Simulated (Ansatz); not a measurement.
Cu Kα1 powder pattern (kinematic, no thermal factors).
```tsv
2θ (°)	relative intensity
22.83	77
25.86	100
29.10	91
30.60	15
33.87	2
35.20	76
36.05	2
38.52	2
39.70	6
42.37	60
46.29	44
46.63	8
47.32	18
50.63	26
53.16	2
53.47	1
55.00	5
56.22	25
57.71	21
59.46	26
59.74	15
60.32	8
65.37	1
66.19	3
67.00	11
69.41	9
71.01	24
71.27	9
74.41	8
78.00	7
78.25	3
79.02	9
80.29	4
81.81	5
82.54	3
82.56	3
83.55	1
85.07	11
89.57	14
```

The pattern is computed from a structure relaxed with Ansatz, DFT PBE, scalar-relativistic, plane waves, PAW, and for the lanthanide a 4f-in-core norm-conserving potential. No spin polarisation. Its elements are F, Pr, Sr.

Problem. Give the structure.

Solution. Sr₂PrF₃.
Space group P4/mmm (No. 123). a = 3.603 Å, b = 3.603 Å, c = 11.678 Å, α = 90.00°, β = 90.00°, γ = 90.00°
| atom | site | symmetry | x | y | z |
| --- | --- | --- | --- | --- | --- |
| Sr | 2h | 4mm | 0.5000 | 0.5000 | 0.6956 |
| Pr | 1a | 4/mmm | 0.0000 | 0.0000 | 0.0000 |
| F | 2g | 4mm | 0.0000 | 0.0000 | 0.6896 |
| F | 1d | 4/mmm | 0.5000 | 0.5000 | 0.5000 |

A pattern alone doesn't exclude other cells with like lines; this is the one computed.

It was reached by relaxing an invented guess, and it needn't be the stable form of this composition.

The lanthanide is trivalent by construction, without f bands, f moments or other valences.
